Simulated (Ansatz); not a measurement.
Zr$_{2}$S:
```yaml
crystal:
  lattice:
    - [12.36676, 0.00000, 0.00000]
    - [0.00000, 15.34962, 0.00000]
    - [0.00000, 0.00000, 3.54060]
  atoms:
    - { symbol: Zr, position: [0.65605, 0.47517, 0.50000] }
    - { symbol: Zr, position: [0.34395, 0.52483, 0.50000] }
    - { symbol: Zr, position: [0.15605, 0.02483, 0.00000] }
    - { symbol: Zr, position: [0.84395, 0.97517, 0.00000] }
    - { symbol: Zr, position: [0.57497, 0.25098, 0.50000] }
    - { symbol: Zr, position: [0.42503, 0.74902, 0.50000] }
    - { symbol: Zr, position: [0.07497, 0.24902, 0.00000] }
    - { symbol: Zr, position: [0.92503, 0.75098, 0.00000] }
    - { symbol: Zr, position: [0.08593, 0.41837, 0.50000] }
    - { symbol: Zr, position: [0.91407, 0.58163, 0.50000] }
    - { symbol: Zr, position: [0.58593, 0.08163, 0.00000] }
    - { symbol: Zr, position: [0.41407, 0.91837, 0.00000] }
    - { symbol: Zr, position: [0.96623, 0.10970, 0.50000] }
    - { symbol: Zr, position: [0.03377, 0.89030, 0.50000] }
    - { symbol: Zr, position: [0.46623, 0.39030, 0.00000] }
    - { symbol: Zr, position: [0.53377, 0.60970, 0.00000] }
    - { symbol: Zr, position: [0.29771, 0.29562, 0.50000] }
    - { symbol: Zr, position: [0.70229, 0.70438, 0.50000] }
    - { symbol: Zr, position: [0.79771, 0.20438, 0.00000] }
    - { symbol: Zr, position: [0.20229, 0.79562, 0.00000] }
    - { symbol: Zr, position: [0.37407, 0.08086, 0.50000] }
    - { symbol: Zr, position: [0.62593, 0.91914, 0.50000] }
    - { symbol: Zr, position: [0.87407, 0.41914, 0.00000] }
    - { symbol: Zr, position: [0.12593, 0.58086, 0.00000] }
    - { symbol: S, position: [0.92244, 0.29078, 0.50000] }
    - { symbol: S, position: [0.07756, 0.70922, 0.50000] }
    - { symbol: S, position: [0.42244, 0.20922, 0.00000] }
    - { symbol: S, position: [0.57756, 0.79078, 0.00000] }
    - { symbol: S, position: [0.74665, 0.07918, 0.50000] }
    - { symbol: S, position: [0.25335, 0.92082, 0.50000] }
    - { symbol: S, position: [0.24665, 0.42082, 0.00000] }
    - { symbol: S, position: [0.75335, 0.57918, 0.00000] }
    - { symbol: S, position: [0.18037, 0.15169, 0.50000] }
    - { symbol: S, position: [0.81963, 0.84831, 0.50000] }
    - { symbol: S, position: [0.68037, 0.34831, 0.00000] }
    - { symbol: S, position: [0.31963, 0.65169, 0.00000] }
```

Relaxed with r²SCAN. Special points in fractions of this cell's reciprocal vectors: Γ (0.000, 0.000, 0.000); X (0.500, 0.000, 0.000); S (0.500, 0.500, 0.000); Y (0.000, 0.500, 0.000); Z (0.000, 0.000, 0.500); U (0.500, 0.000, 0.500); R (0.500, 0.500, 0.500); T (0.000, 0.500, 0.500).

### Question
List the band energies nearest the Fermi level at these points for DFT-r²SCAN in the program Ansatz with PAW potentials.

### Answer
In eV from the Fermi level; about four levels below and three above (degenerate sets whole), none deeper than 8.9 eV; points with the same levels are listed once.

```
k                                below                above
-  -----------------------------------  -------------------
Γ        -0.14 -0.13 -0.11 -0.08 -0.05       0.09 0.09 0.29
X              -0.19 -0.19 -0.02 -0.02  0.02 0.02 0.38 0.38
S              -0.14 -0.14 -0.07 -0.07  0.10 0.10 0.26 0.26
Y              -0.35 -0.35 -0.10 -0.10  0.16 0.16 0.18 0.18
Z              -0.33 -0.33 -0.16 -0.16  0.41 0.41 0.53 0.53
U              -0.22 -0.22 -0.19 -0.19  0.06 0.06 0.82 0.82
R              -0.24 -0.24 -0.13 -0.13  0.01 0.01 0.77 0.77
T  -0.37 -0.37 -0.37 -0.37 -0.25 -0.25  0.15 0.15 0.62 0.62
```

Space group Pnnm. The workflow started from a Materials Project entry (that database holds measured and hypothetical structures alike); the Crystallography Open Database copy checked does not list it. Its standing as an ambient phase is unchecked. The r²SCAN relaxation kept the symmetry of its start; whether a distortion lowers the energy is not shown. The run is not spin-polarised. Spin–orbit coupling is left out wherever it is not named.

Potentials: the later of the program's two PAW sets.
